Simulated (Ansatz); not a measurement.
SiO2 (space group P4_32_12)

```xyz
12
Lattice="4.9458 0.0000 0.0000 0.0000 4.9458 0.0000 0.0000 0.0000 6.8736" Properties=species:S:1:pos:R:3 pbc="T T T"
Si     0.9687     0.9687     0.0000
Si     1.5042     3.4416     5.1552
Si     3.9771     3.9771     3.4368
Si     3.4416     1.5042     1.7184
O      3.0311     3.6471     4.6954
O      3.7717     0.5582     2.9770
O      1.9148     1.2987     1.2586
O      1.1742     4.3877     6.4137
O      0.5582     3.7717     3.8966
O      1.2987     1.9148     5.6150
O      4.3877     1.1742     0.4598
O      3.6471     3.0311     2.1782
```

The slice is a (010) plane (indices of the conventional cell) through the point (0.887, 0.237, 0.067) (fractional), spanned by u = [100] and v = [001] in vectors of this cell: u (4.95 Å) and v (6.87 Å, at 90° to u). It covers one period; positions are fractions (u, v).

The numbers are results of LDA (plane waves to 420 eV, PAW, scalar-relativistic; Ansatz, an electronic-structure program), not measurements. k mesh 6×6×4. Inside the PAW spheres the values are not all-electron values, and peaks at nuclei hang on which shells count as valence. SiO2 was relaxed with its symmetry unable to fall.

Predict the map of the electrostatic potential energy of an electron, from the cell's mean on the slice.


```
|xxxxxxxx00xxxxxxxxxx00000033556666666655xxxxxx|
|xxxxxx00xxxxxxxxxxxxxx00003355777788887733xxxx|
|xxxx000000xxxxxxxxxxxx0000336677888899887733xx|
|5544000000xxxxxxxxxx00000044667788999999998877|
|776633000000xxxxxx0000002255778888999999999988|
|8877552200000000000000114466888899999999999999|
|8877665522000000000000336677889999999999999999|
|9988776655442211000022557788999999999999999999|
|9988888877665544221155668899999999999999999999|
|9999998888887766666677889999999999999999999999|
|9999999999999988888888999999999999999999999999|
|9999999999999999999999999999999999999999999999|
|9999999999999999999999999999999999999999999999|
|9999999999999999999999999999999999999999999999|
|9999999999999999999999999999999999999999999999|
|9999999999999999999999999999999999999999999999|
|9999999999999999999999999999999999998888778888|
|8899999999999999999999999999999988887766445577|
|7788999999999999999999999999888877664400xxxx33|
|66889999999999999999999999887777664400xxxxxx00|
|55778899999999999999999988776655331100xxxxxx00|
|3366778899999999999999998877552200000000000000|
|1155778888999999999999887755220000000000000000|
|0033667788999999999977775533000000xxxxxxxx0000|
|00225577888899998877440000000000xxxxxxxxxxxx00|
|00115566778888887700xxxxxxxx0000xxxxxxxxxxxx00|
|002255667777776644xxxxxxxxxxxx00xxxxxxxxxxxx00|
|002233555555443300xxxxxxxxxxxx0000xxxxxxxx0000|
|xxxx00333322000000xxxxxxxxxxxx00000000000000xx|
|xxxxxx000000000000xxxxxxxxxxxx000000000000xxxx|
|xxxxxxxx000000000000xxxxxxxx223322000000xxxxxx|
|xxxxxxxx00xxxxxxxxxx00000022445555444433xxxxxx|
```
Scale: ten equal steps from -1.00 (start of '0') to 7.95 (end of '9'), in the order '0123456789'. Values: electrostatic potential energy of an electron, from the cell's mean, in eV. The map has 23 points along u (two characters each, u = 0 at the left) and 32 along v (v = 0 in the bottom row). Points within 0.7 Å of a nucleus are blanked (x), as the pseudised field means little there. Values under -1 eV are set to -1. The zero, the cell's mean, hangs on the PAW cores.
